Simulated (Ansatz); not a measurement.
The cell is Cs2AgBiBr6, elpasolite; cell and atoms were relaxed with r2SCAN. The symmetry is Fm-3m (No. 225, cubic); a = 11.345 Å in the conventional setting, 36.51 Å³ an atom. Cs has 12 Br at 4.01 Å; Ag has 6 Br at 2.82 Å; Bi has 6 Br at 2.86 Å; Br has 1 Ag at 2.82 Å and 1 Bi at 2.86 Å and 4 Cs at 4.01 Å.

The questions ask for values computed with the plane-wave code Ansatz on this geometry. Simulation only: non-magnetic, and no claim that this is the phase found in nature.

Given (4×4×4 mesh): With r2SCAN the valence top lies at X and the conduction bottom at L, 1.67 eV higher; the smallest vertical gap, at L–W (0.40 of the way from L), is 2.70 eV.

(1) How does the gap change from r2SCAN to PBE (4×4×4)?

(2) What does PBE+SOC give for the gap (4×4×4 mesh)?

(3) Estimate the gap with DDH-PBE0 on 2×2×2.

(4) How does the gap change from r2SCAN to PBE0 (2×2×2)?

(5) Order these levels by the gap that they give, smallest first.
A. PBE0
B. DDH-PBE0
C. r2SCAN
D. LDA
E. PBE
F. HSE06

(6) How strongly does the crystal screen a field with clamped ions (PBE)?

(7) How do the levels compare, in gap and in cost?

## Answers

(1) PBE gives an indirect gap of 1.28 eV, from X to L; the least direct gap is 2.30 eV at L–W (0.40 of the way from L). The gap differs by -0.39 eV from r2SCAN's.

(2) The PBE+SOC gap is indirect, 1.05 eV (X to L), below the direct gap of 1.70 eV at X. Spin-orbit coupling itself accounts for -0.23 eV. The gap differs by -0.62 eV from r2SCAN's.

(3) DDH-PBE0 gives an indirect gap of 2.49 eV, from X to L; the least direct gap is 3.55 eV at L–W (0.40 of the way from L). The share of exact exchange is 0.199. The gap differs by +0.82 eV from r2SCAN's.

(4) PBE0 gives an indirect gap of 2.82 eV, from X to L; the least direct gap is 3.89 eV at L–W (0.40 of the way from L). The gap differs by +1.15 eV from r2SCAN's.

(5) D (1.12 eV), E (1.28 eV), C (1.67 eV), F (2.15 eV), B (2.49 eV), A (2.82 eV).

(6) ε∞: 5.02 in all directions. Born charges, averaged over directions: Cs +1.35, Ag +1.88, Bi +4.77, Br -1.56 e.

(7) r2SCAN covers 45 % of the step from PBE to HSE06, while HSE06 needs about 10 times r2SCAN's cost (on a coarser mesh). Spin-orbit coupling changes the least gap by -0.23 eV, while at Γ the distance between the top filled and the lowest empty level goes from 2.89 to 1.81 eV: it reshapes the band edges, and can invert them, so it can't be left out. All these functionals give a gap of the same kind, indirect.

Only the levels marked +SOC include spin-orbit coupling.

The meshes of the hybrids are coarse, so their gaps aren't converged to the digits shown.

Set aside, since their points miss a band edge that the other levels read or their mesh is too coarse: LC-ωPBE.
